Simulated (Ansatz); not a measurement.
Data:

TePd:
Space group Cmcm (No. 63); a = 3.791 Å, b = 10.399 Å, c = 4.040 Å, α = β = γ = 90.00°

```tsv
atom	site	symmetry	x	y	z
Te	4c	m2m	0.0000	0.3595	0.2500
Pd	4c	m2m	0.0000	0.0974	0.2500
```
(The calculation used a cell of 4 atoms; values per cell refer to that cell.)

This is the PBEsol-relaxed structure.

**Question.** All from DFT-PBEsol in the program Ansatz with PAW potentials, unless another level is named. Predict the electronic character.

**Answer.** metallic (no gap).

**Question.** Next, the density of states at the Fermi level?

**Answer.** 0.52 states/eV per atom (mean over ±0.08 eV).

**Question.** Next, the formation energy from the elements (no fitted shifts)?

**Answer.** -0.29 eV/atom.

The start of the workflow was typed in or built on a structure type; neither database checked (COD, Materials Project) lists it. COD files the formula under space group No. 194. Its standing as an ambient phase is unchecked. Symmetry was held in the PBEsol relaxation; whether a distortion lowers the energy is not shown. The run is not spin-polarised. The references are the lowest solids computed at this level, not always the standard phases. Scalar-relativistic: spin–orbit coupling is off unless named, which matters more the heavier the elements.

Potentials: the earlier of the program's two PAW sets. The files were generated under PBE; for other functionals the program regenerates the frozen cores, and for LDA and PBEsol the local potential too.
